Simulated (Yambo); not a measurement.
CdZnS₂ (space group P3m1, No. 156), G0W0@PBEsol in Yambo with this input:

```
rim_cut
gw0
dyson
el_el_corr
HF_and_locXC
ppa
em1d
RandQpts= 1000000
RandGvec= 1 Ry
EXXRLvcs= 102 Ry
VXCRLvcs= 408 Ry
Chimod= "HARTREE"
% BndsRnXp
 9 | 179 |
%
NGsBlkXp= 8 Ry
% LongDrXp
 1.0 | 1.0 | 1.0 |
%
PPAPntXp= 27.2114 eV
% GbndRnge
 1 | 179 |
%
GTermKind= "BG"
DysSolver= "n"
ExtendOut
```

On a 3×3×2 mesh, with wavefunctions cut at 102 Ry, the gap (Γ → Γ) is 2.534 eV and the valence edge shifts by -0.846 eV.

Problem. What happens with this change: 3×3×1 mesh?

Solution. The gap falls by 0.143 eV, to 2.391 eV; the shift of the valence edge becomes -0.723 eV. Neither run is shown to be the converged limit.

Spin-orbit coupling is not included.

Geometry relaxed with PBEsol; primitive cell a = b = 3.9357 Å, c = 6.5185 Å, α = β = 90.00°, γ = 120.00°.

The structure is a Materials Project entry; no match was found in the copy of COD used, and its stability was not checked.

A shift is the quasiparticle energy of the state minus its PBEsol energy.
